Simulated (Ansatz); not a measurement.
Method: r2SCAN, spin-orbit coupling; PAW, plane waves to 500 eV, 4×5×3 Γ-centred mesh, gaussian occupations (width 0.1168 eV) (Ansatz 0.2.0), atoms fixed.

Computed maps in the lattice plane spanned by a (left to right, 7.00 Å, 21 points from zero) and c (bottom to top, 8.31 Å, 25 points from zero), 90° apart, at height 0.250 along b. The fields are smooth PAW ones with compensation charges, not the true ones near nuclei.

Valence density. Digits on a logarithmic scale: 0 up to 0.03 e/Å³, each further digit a factor of 1.6, 9 from 1.3 e/Å³ up:
```
323445555665432357876
222234457998643234543
222223469999964222333
433223579999974322344
754323479999964333567
986433469999853334799
998533357898643235999
998532334555432246999
998532223333222246999
996432333322222345799
764323566532233445567
443235899863345565555
322247999985457777654
211148999985568999754
211147999985579999854
221135899864579999864
222234566533468999754
223344544322456777643
234566654322345555432
235689975432223445543
446899996532112357876
556999997532112589998
656899996432112699999
645789975432113699999
534566665443222589998
```

ELF less spin currents. Ten even steps from '0' (0.02) to '9' (0.88):
```
003777642222210048996
001344322455321001210
111122225787521000000
211111247888731100112
311111247888621111233
631111126776411111356
873111113553111112588
885211112222111112688
874210000111111122578
753200000000012322257
332100366400036653223
111004999960178876421
110018998981288877642
100039966991388545663
200028998980486223665
200004999940575223665
100100145300577446774
112443100000477777652
014776654200256653210
026776677520122100110
027742267631000037984
217734146631000399999
517852256531000799689
507886666421000799689
305888764211100399999
```

The cell is KAsRh. Which atoms lie within 0.2 Å of this plane, and where (fractions of a and c)?

K at (0.86, 0.06), K at (0.36, 0.44), Rh at (0.97, 0.68), Rh at (0.47, 0.82), As at (0.25, 0.12), As at (0.75, 0.38). The whole cell:
```
K Rh As
1.0
     6.99644    0.00000    0.00000
     0.00000    4.42863    0.00000
     0.00000    0.00000    8.30989
K Rh As
4 4 4
Cartesian
  6.0169 1.1072 0.4986
  4.4777 3.3215 4.6535
  2.5187 1.1072 3.6564
  0.9795 3.3215 7.8113
  6.7865 1.1072 5.6258
  3.7081 3.3215 1.4709
  3.2883 1.1072 6.8390
  0.2099 3.3215 2.6841
  1.7281 1.1072 1.0055
  1.7701 3.3215 5.1604
  5.2263 1.1072 3.1494
  5.2683 3.3215 7.3044
```

The state carries no moments; the state need not be the lowest.

Origin: a known structure type with other elements, at an estimated volume, so it need not be a known compound. Caveats: atoms or cell far from equilibrium.
